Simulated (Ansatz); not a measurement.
Start of a relaxation of ScInF₄:

```cif
data_structure
_symmetry_space_group_name_H-M 'P4/mmm'
_symmetry_Int_Tables_number 123
_cell_length_a 4.1580
_cell_length_b 4.1580
_cell_length_c 6.6495
_cell_angle_alpha 90.000
_cell_angle_beta 90.000
_cell_angle_gamma 90.000
_cell_volume 114.96
loop_
_atom_site_label
_atom_site_type_symbol
_atom_site_symmetry_multiplicity
_atom_site_Wyckoff_symbol
_atom_site_fract_x
_atom_site_fract_y
_atom_site_fract_z
_atom_site_occupancy
Sc1 Sc 1 d 0.50000 0.50000 0.50000 1
In1 In 1 a 0.00000 0.00000 0.00000 1
F1 F 2 g 0.00000 0.00000 0.68419 1
F2 F 2 f 0.50000 0.00000 0.00000 1
```

These are results of DFT PBE, scalar-relativistic, plane waves, PAW (Ansatz 0.2.0), not measurements. Cutoff 420 eV, Gaussian smearing, Γ-centred meshes. Cell and atoms relax on a converged mesh. In metals the finer mesh still leaves noise of several meV/atom or more. The steps can't lower the symmetry of their start. No spin polarisation.

A guess keeps its type if space group and coordination stay and the shape of the cell changes little (axis ratios within about 15 %, angles within 6°); the volume may change.

Question: Does it keep its structure type, or change into something else?

Answer: It keeps its type. The symmetry stays P4/mmm (No. 123). The volume per atom stays near 19.2 Å³. The shortest distance goes from 2.08 Å (In–F) to 2.05 Å (In–F). The ratio c/a of the conventional cell changes by a factor of 1.05. Counting neighbours within 15 % of an atom's shortest distance, the start has F 1/2, In 6, Sc 8 and the end F 1/2, In 6, Sc 8.

The last run used a 10×10×6 mesh (in the run's order of axes) for its 6-atom cell and Gaussian smearing of 0.10 eV. No dispersion correction is applied, so the spacing and binding between layers, chains or molecules are poorly described. The cell is a metal run without spin; a magnetic state may lie lower. A structure relaxed within its symmetry needn't be a true minimum.

In counts of neighbours, a slash parts the counts of unlike sites.
